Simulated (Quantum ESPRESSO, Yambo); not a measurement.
**G0W0 results for Cs₂O at +1 % isotropic strain**

Space group R-3m, hexagonal axes (No. 166); a = b = 4.1446 Å, c = 20.8759 Å, α = β = 90.00°, γ = 120.00°

```tsv
atom	site	symmetry	x	y	z
O	3a	-3m	0.0000	0.0000	0.0000
Cs	6c	3m	0.0000	0.0000	0.2618
```
(The calculation used a cell of 3 atoms; values per cell refer to that cell.)

The PBEsol cell relaxed from Materials Project entry mp-7988 was given an isotropic strain of +1 % on all lattice vectors, and the atoms were relaxed again.

Starting point: PBEsol (pw.x of Quantum ESPRESSO, ONCV potentials, scalar-relativistic). G0W0 in Yambo: 4×4×4 Γ-centred k mesh, 141 bands and a 7 Ry block in the screening, 141 bands in G with the Bruneval-Gonze terminator, plasmon pole fitted at 27.2 eV.

- PBEsol gap along the band path: 0.86 eV
- PBEsol gap between the mesh's edge points (L → Γ): 0.86 eV
- G0W0 gap between the same points: 1.48 eV
- PBEsol smallest direct gap on the mesh (at Γ): 1.46 eV
- G0W0 direct gap at that point: 2.10 eV

```tsv
k point	band	E PBEsol (eV)	E QP (eV)	shift (eV)	Z
Γ	VB	-0.60	-1.10	-0.49	0.74
Γ	CB	0.86	1.01	0.15	0.84
L	VB	0.00	-0.47	-0.47	0.75
L	CB	2.95	3.16	0.21	0.83
F	VB	-0.10	-0.60	-0.50	0.75
F	CB	2.29	2.54	0.26	0.84
```

Energies count from the PBEsol valence-band maximum.

Convergence of the G0W0 settings was not tested.
